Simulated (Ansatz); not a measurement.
Space group P4/nmm:1 (No. 129). a = 3.358 Å, b = 3.358 Å, c = 9.848 Å, α = 90.00°, β = 90.00°, γ = 90.00°
```csv
atom,site,symmetry,x,y,z
Ta,2c,4mm,0.5000,0.0000,0.7585
Ta,2c,4mm,0.5000,0.0000,0.0762
Se,2c,4mm,0.5000,0.0000,0.3636
```

Equation of state of this Ta₂Se structure (not necessarily the ground state), with shape and atoms relaxed at each volume where symmetry leaves them free. It has no gap at any of these volumes. Theory: DFT PBEsol, scalar-relativistic, plane waves, PAW (Ansatz).

Settings: cutoff 420 eV, Γ-centred mesh 10×10×4 on the computed 6-atom cell, Gaussian smearing of 0.10 eV; no spin polarisation.

```json
{"V (Å³/atom)": "17.394", "E − E(largest V) (meV/atom)": "7.18", "P (GPa)": "4.95"}
{"V (Å³/atom)": "17.949", "E − E(largest V) (meV/atom)": "-4.18", "P (GPa)": "1.96"}
{"V (Å³/atom)": "18.504", "E − E(largest V) (meV/atom)": "-7.07", "P (GPa)": "-0.01"}
{"V (Å³/atom)": "19.059", "E − E(largest V) (meV/atom)": "-4.85", "P (GPa)": "-1.12"}
{"V (Å³/atom)": "19.614", "E − E(largest V) (meV/atom)": "0.00", "P (GPa)": "-1.49"}
```

Fit a third-order Birch–Murnaghan equation to E(V).

V0 = 18.49 Å³/atom, B0 = 50 GPa, B0' = 17.7. B0' is unusual or poorly fixed by this range.

Spin-orbit coupling is left out, which matters for the bands of heavy elements.